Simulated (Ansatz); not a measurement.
In$_{3}$Ru in space group P4_2/mnm (No. 136; In on 8j, In on 4c, Ru on 4f), plane-wave PAW PBEsol (Ansatz code). The conduction-band minimum lies on the Γ–Z line, 78 % of the way from Γ, with 2 equivalent valleys. Second derivatives d²E/dk² of the lowest band at one valley (eV·Å²), along Cartesian directions:

| direction | d²E/dk² |
|---|---|
| [100] | 10.13 |
| [010] | 10.13 |
| [001] | 15.10 |
| [110] | 10.13 |
| [101] | 12.62 |
| [011] | 12.62 |

Find the principal effective masses, the density-of-states mass and the conductivity mass.

Off-diagonal terms follow from H_xy = H[110] − (H_xx + H_yy)/2, and m*/mₑ = 7.620 eV·Å² over each eigenvalue: 0.50, 0.75, 0.75. One valley's DOS mass (m₁m₂m₃)^(1/3) = 0.66, conductivity mass 3/(Σ 1/mᵢ) = 0.65 mₑ.

What effective density of states Nc follows at 300 K for parabolic valleys?

Nc = 2.509e19 × 2 × (0.66)^(3/2) ≈ 2.7e19 cm⁻³.

The workflow started from a Materials Project entry (that database holds measured and hypothetical structures alike); the Crystallography Open Database copy checked does not list it. Its standing as an ambient phase is unchecked. The cell was relaxed with PBEsol under the symmetry of its start; whether a distortion lowers the energy is not shown. The run is not spin-polarised. Scalar-relativistic: spin–orbit coupling is off unless named, which matters more the heavier the elements.

Potentials: the later of the program's two PAW sets.

Edges and masses are those of Kohn–Sham bands, whose gap is no quasiparticle gap.
